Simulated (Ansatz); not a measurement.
ZrB2:
```xyz
3
Lattice="-1.7424 1.7424 3.1531 1.7424 -1.7424 3.1531 1.7424 1.7424 -3.1531" Properties=species:S:1:pos:R:3 pbc="T T T"
Zr     0.0000     0.0000     0.0000
B      0.0000     0.0000     2.3801
B      0.0000     0.0000     3.9262
```

Relaxed with r²SCAN. Special points in fractions of this cell's reciprocal vectors: Γ (0.000, 0.000, 0.000); X (0.000, 0.000, 0.500); P (0.250, 0.250, 0.250); N (0.000, 0.500, 0.000); M (0.500, 0.500, -0.500); S (0.326, 0.674, -0.326); S0 (-0.326, 0.326, 0.326); R (-0.153, 0.153, 0.500); G (0.500, 0.500, -0.153).

List the band energies nearest the Fermi level at these points for the program Ansatz at the r²SCAN level (PAW).

In eV from the Fermi level; about four levels below and three above (degenerate sets whole), none deeper than 8.9 eV; points with the same levels are listed once.

| k | below | above |
|---|---|---|
| Γ | -4.24 -0.26 -0.26 | 0.11 0.48 1.14 1.14 |
| X | -3.06 -2.00 -1.99 -0.49 | 2.28 5.00 5.57 |
| P | -3.81 -3.27 -3.27 | 0.55 0.91 0.91 |
| N | -6.18 -3.17 -2.57 -1.13 | 2.71 3.14 4.52 |
| M | -5.75 -0.89 -0.65 -0.65 | 0.22 3.19 3.67 3.67 |
| S | -5.20 -4.32 -2.28 -1.00 | 2.99 3.26 4.00 |
| R | -4.45 -3.19 -2.35 -1.41 | 0.35 2.55 4.39 |

Space group I4/mmm (MoSi2 or CaC2 type). A made-up cell: these elements were put on the sites of a structure type; neither database checked (COD, Materials Project) lists it. It is not the phase usual at ambient conditions (space group No. 191). Symmetry was held in the r²SCAN relaxation; its stability against distortions is not shown here. The run is not spin-polarised. Spin–orbit coupling is left out wherever it is not named.

Potentials: the earlier of the program's two PAW sets.
